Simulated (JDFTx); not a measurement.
An input for a modified build of JDFTx (Ti(0001), CANDLE, water, 1 M KF; bohr, hartree) and the course of its log:

```
lattice \
  5.5477258648 2.7738629324 0.0000000000 \
  0.0000000000 4.8044715411 0.0000000000 \
  0.0000000000 0.0000000000 34.5819880807
coords-type Lattice
ion Ti 0.6666666668 0.6666666668 -0.0633997270 0
ion Ti 0.0000000002 0.0000000002 0.0633997270 0
ion-species pseudo/ti_pbe_v1.4.upf
elec-cutoff 20 100
elec-ex-corr gga-PBE
coulomb-interaction Slab 001
coulomb-truncation-embed 0 0 0
kpoint-folding 8 8 1
elec-smearing Fermi 0.01
elec-n-bands 20
target-mu -0.163167
electronic-scf nIterations 100 energyDiffThreshold 1e-07
fluid LinearPCM
pcm-variant CANDLE
fluid-solvent H2O
fluid-cation K+ 1
fluid-anion F- 1
fluid-minimize nIterations 400 knormThreshold 1e-11
wavefunction read f0.wfns
elec-initial-eigenvals f0.eigenvals
elec-initial-fillings read f0.fillings
fluid-initial-state f0.fluidState
dump-name f0_u0.$VAR
dump End State Ecomponents EigStats BandEigs Forces ElecDensity IonicPositions Fillings Kpoints Dtot FluidDebug BoundCharge FluidDensity
```

```
[one cycle in 5 is shown, and the last three; fluid-solver lines are left out]
	FillingsUpdate:  mu: -0.163167000  nElectrons: 21.984119
SCF: Cycle:  0   G: -111.285213339909305   dG: +1.381e+00   |Residual|: 1.812e-01   |deigs|: 1.623e-05
	FillingsUpdate:  mu: -0.163167000  nElectrons: 23.520656
SCF: Cycle:  5   G: -112.591634973467905   dG: -1.436e-02   |Residual|: 5.362e-02   |deigs|: 4.814e-04
	FillingsUpdate:  mu: -0.163167000  nElectrons: 23.611188
SCF: Cycle: 10   G: -112.623774093575875   dG: +3.954e-02   |Residual|: 6.654e-02   |deigs|: 5.656e-03
	FillingsUpdate:  mu: -0.163167000  nElectrons: 23.827548
SCF: Cycle: 15   G: -112.659293489903106   dG: -3.655e-04   |Residual|: 6.908e-02   |deigs|: 1.872e-04
	FillingsUpdate:  mu: -0.163167000  nElectrons: 23.106608
SCF: Cycle: 20   G: -112.488708065095452   dG: -7.869e-02   |Residual|: 6.794e-02   |deigs|: 1.355e-03
	FillingsUpdate:  mu: -0.163167000  nElectrons: 22.836391
SCF: Cycle: 25   G: -112.404250762189548   dG: -7.578e-02   |Residual|: 9.513e-02   |deigs|: 1.361e-03
	FillingsUpdate:  mu: -0.163167000  nElectrons: 24.088512
SCF: Cycle: 30   G: -112.627203956339599   dG: +8.028e-03   |Residual|: 3.220e-02   |deigs|: 2.729e-04
	FillingsUpdate:  mu: -0.163167000  nElectrons: 23.873637
SCF: Cycle: 35   G: -112.656950342225485   dG: -7.327e-02   |Residual|: 1.887e-02   |deigs|: 6.016e-03
	FillingsUpdate:  mu: -0.163167000  nElectrons: 23.681178
SCF: Cycle: 40   G: -112.668429628620871   dG: -2.222e-03   |Residual|: 1.048e-03   |deigs|: 5.974e-04
	FillingsUpdate:  mu: -0.163167000  nElectrons: 23.651396
SCF: Cycle: 45   G: -112.668360346738893   dG: +1.001e-04   |Residual|: 1.976e-03   |deigs|: 1.159e-04
	FillingsUpdate:  mu: -0.163167000  nElectrons: 23.651437
SCF: Cycle: 50   G: -112.668393346776767   dG: -4.948e-06   |Residual|: 1.596e-03   |deigs|: 1.414e-05
	FillingsUpdate:  mu: -0.163167000  nElectrons: 23.652899
SCF: Cycle: 55   G: -112.668448501557336   dG: -3.289e-05   |Residual|: 9.369e-04   |deigs|: 5.705e-05
	FillingsUpdate:  mu: -0.163167000  nElectrons: 23.637024
SCF: Cycle: 60   G: -112.668420178593394   dG: +1.025e-05   |Residual|: 1.299e-03   |deigs|: 1.836e-05
	FillingsUpdate:  mu: -0.163167000  nElectrons: 23.630948
SCF: Cycle: 65   G: -112.668467882033156   dG: +1.708e-05   |Residual|: 7.642e-04   |deigs|: 1.893e-04
	FillingsUpdate:  mu: -0.163167000  nElectrons: 23.632141
SCF: Cycle: 70   G: -112.668475526274676   dG: -1.727e-04   |Residual|: 8.772e-04   |deigs|: 3.096e-04
	FillingsUpdate:  mu: -0.163167000  nElectrons: 23.630265
SCF: Cycle: 75   G: -112.668491010120192   dG: -4.661e-06   |Residual|: 4.592e-04   |deigs|: 1.725e-05
	FillingsUpdate:  mu: -0.163167000  nElectrons: 23.628719
SCF: Cycle: 80   G: -112.668492348097715   dG: +5.510e-07   |Residual|: 3.273e-04   |deigs|: 8.122e-06
	FillingsUpdate:  mu: -0.163167000  nElectrons: 23.631271
SCF: Cycle: 85   G: -112.668483215638716   dG: +1.667e-07   |Residual|: 6.002e-04   |deigs|: 1.982e-06
	FillingsUpdate:  mu: -0.163167000  nElectrons: 23.625945
SCF: Cycle: 90   G: -112.668493086542227   dG: +1.585e-08   |Residual|: 4.582e-05   |deigs|: 5.754e-06
	FillingsUpdate:  mu: -0.163167000  nElectrons: 23.628768
SCF: Cycle: 95   G: -112.668490728728358   dG: +2.389e-06   |Residual|: 2.739e-04   |deigs|: 2.352e-05
	FillingsUpdate:  mu: -0.163167000  nElectrons: 23.626254
SCF: Cycle: 97   G: -112.668493106606334   dG: -2.097e-08   |Residual|: 2.665e-05   |deigs|: 4.853e-06
	FillingsUpdate:  mu: -0.163167000  nElectrons: 23.625261
SCF: Cycle: 98   G: -112.668492918658217   dG: +1.879e-07   |Residual|: 7.584e-05   |deigs|: 7.936e-06
	FillingsUpdate:  mu: -0.163167000  nElectrons: 23.625544
SCF: Cycle: 99   G: -112.668493043385695   dG: -1.247e-07   |Residual|: 4.684e-05   |deigs|: 2.120e-06
SCF: None of the convergence criteria satisfied after 100 iterations.
IonicMinimize: Iter:   0  G: -112.668493043385695  |grad|_K:  0.000e+00
IonicMinimize: Converged (|grad|_K<1.000000e-04).
```

This run gave no converged result. The loop ran out of cycles short of its threshold. It has stalled and not diverged: the last ten energies span 2e-06 Ha, so the total is near its end, but levels, forces and the electron count aren't shown converged.
